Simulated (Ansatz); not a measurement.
# Ge: energy along a strain

Ge, Cmcm, a = 2.976 Å, b = 5.189 Å, c = 4.728 Å (as given, not relaxed at this level: 1.9 GPa). This isn't the element's structure at ambient conditions. Ansatz: r2SCAN, PAW, 500 eV, Γ-centred 18×18×10 mesh on 2 atoms, Gaussian smearing 0.15 eV; no spin polarisation. Cell vectors (Å): 1.488 -2.595 0.000; 1.488 2.595 0.000; 0.000 0.000 4.728. The cell is strained by x per cent times the pattern (1 1 0 0 0 0) in the order xx yy zz yz xz xy (engineering shears), with fractional coordinates held. y is the free energy over the start, V0 = 18.253 Å³/atom.

| x (%) | y (meV/atom) |
| --- | --- |
| -2.00 | ? |
| -1.50 | 10.06 |
| -1.00 | 5.83 |
| -0.50 | 2.48 |
| 0.00 | 0.00 |
| 0.50 | -1.63 |
| 1.00 | -2.41 |
| 1.50 | -2.32 |
| 1.75 | -1.94 |
| 2.00 | -1.35 |

**Question.** Fit y = c1 x + c2 x² + c3 x³ to the other rows, get the stiffness along the pattern, and predict the missing energy.

**Answer.** Least squares on the rows shown. y = −4.1243 x + 1.7203 x² + 0.0015117 x³. The clamped-ion stiffness p·C·p = 2 × 17.20 eV × 160.2 / 18.253 Å³ = 302 GPa (second derivative at the start, which stands under stress). At x = -2.00 the fit asked for gives 15.12 meV/atom. The run gave 15.19 meV/atom, so the fit is 0.07 meV/atom too low, a small miss on the scale of the series.